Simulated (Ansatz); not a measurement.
In r²SCAN (plane waves, PAW; program Ansatz), MoRu in the L1₀ or tetragonal B2 structure (P4/mmm) relaxes to a = 2.765 Å, c = 3.816 Å. Ru has 12 nearest neighbours from 2.73 Å (cuboctahedral); Mo has 12 nearest neighbours from 2.73 Å (cuboctahedral). Its formation energy from the elements is 0.077 eV/atom, with no fitted shifts.

Electronic character: metallic (no gap). Gap from r²SCAN with spin–orbit coupling: none (metallic).

An equation-of-state fit gives a bulk modulus of 296 GPa. Bader charges are Ru -0.59, Mo +0.59 e.

The start of the workflow was typed in or built on a structure type; neither database checked (COD, Materials Project) lists it. Whether it is the stable phase at ambient conditions was not checked. The r²SCAN relaxation kept the symmetry of its start; whether a distortion lowers the energy is not shown. The run is not spin-polarised. Axis ratios of metals converge slowly with the k-mesh, so a and c are less sure than the volume. The references are the lowest solids computed at this level, not always the standard phases. Scalar-relativistic: spin–orbit coupling is off unless named, which matters more the heavier the elements.

Potentials: the earlier of the program's two PAW sets.
